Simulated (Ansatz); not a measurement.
CrSe2 (CdI2 type, P-3m1) at seven volumes, plane-wave PAW PBEsol (Ansatz code), shape and atoms relaxed at each. One row is withheld.

```tsv
V (Å³/atom)	P (GPa)
17.381	6.36
17.954	3.71
18.527	1.61
19.100	0.00
19.673	-1.23
20.246	?
20.819	-2.43
```

Problem. Fit the shown pressures and predict the withheld one.

Solution. P = (3/2)B₀(x^(7/2) − x^(5/2))[1 + (3/4)(B′ − 4)(x − 1)] with x = (V₀/V)^(2/3). Least squares on the six rows gives V₀ = 19.103 Å³/atom, B₀ = 44.3 GPa, B′ = 9.47. At V = 20.246, x = 0.9620 and P = -1.93 GPa. The run itself gave -2.09 GPa.

The first step of the workflow began from a Materials Project structure, measured or hypothetical; the Crystallography Open Database copy checked does not list it. COD files the formula under space group No. 12, so this cell is another polymorph or a model. Its standing as an ambient phase is unchecked. The cell was relaxed with PBEsol under the symmetry of its start; its stability against distortions is not shown here. Magnetic state: ferromagnetic, chosen from 5 collinear starts compared on coarse meshes (ties went to the first, and starts can fall back to one state), not a proven ground state. No Hubbard U is applied. A crystal of weakly bound layers computed without a dispersion correction: the cell and the soft elastic constants depend strongly on that.

Potentials: the later of the program's two PAW sets.
